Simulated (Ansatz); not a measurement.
SiMo3:
```xyz
4
Lattice="0.0000 3.0858 3.0858 3.0858 0.0000 3.0858 3.0858 3.0858 0.0000" Properties=species:S:1:pos:R:3 pbc="T T T"
Si     0.0000     0.0000     0.0000
Mo     3.0858     3.0858     3.0858
Mo     1.5429     1.5429     1.5429
Mo     4.6287     4.6287     4.6287
```

Relaxed with r²SCAN. Special points in fractions of this cell's reciprocal vectors: Γ (0.000, 0.000, 0.000); X (0.500, 0.000, 0.500); U (0.625, 0.250, 0.625); K (0.375, 0.375, 0.750); L (0.500, 0.500, 0.500); W (0.500, 0.250, 0.750).

Q: List the band energies nearest the Fermi level at these points for plane-wave PAW r²SCAN (Ansatz code).

A: In eV from the Fermi level; about four levels below and three above (degenerate sets whole), none deeper than 8.9 eV; points with the same levels are listed once.

| k | below | above |
|---|---|---|
| Γ | -4.78 -4.78 -4.78 -2.26 -2.26 -2.26 | 1.57 1.57 1.57 |
| X | -2.79 -2.79 -2.64 -1.13 | 0.32 0.32 1.11 |
| U | -1.92 -0.69 -0.44 -0.08 | 0.55 1.04 2.03 |
| L | -1.73 -1.73 -0.77 -0.77 -0.55 | 1.77 1.77 2.18 2.18 |
| W | -2.51 -2.51 -1.49 -1.49 -0.45 | 0.13 1.06 1.20 |

Space group Fm-3m. The cell is a constructed one: a structure type filled with these elements; neither database checked (COD, Materials Project) lists it. COD files the formula under space group No. 223. Whether it is the stable phase at ambient conditions was not checked. The cell was relaxed with r²SCAN under the symmetry of its start; its stability against distortions is not shown here. No spin polarisation was allowed. Spin–orbit coupling is left out wherever it is not named.

Potentials: the earlier of the program's two PAW sets.
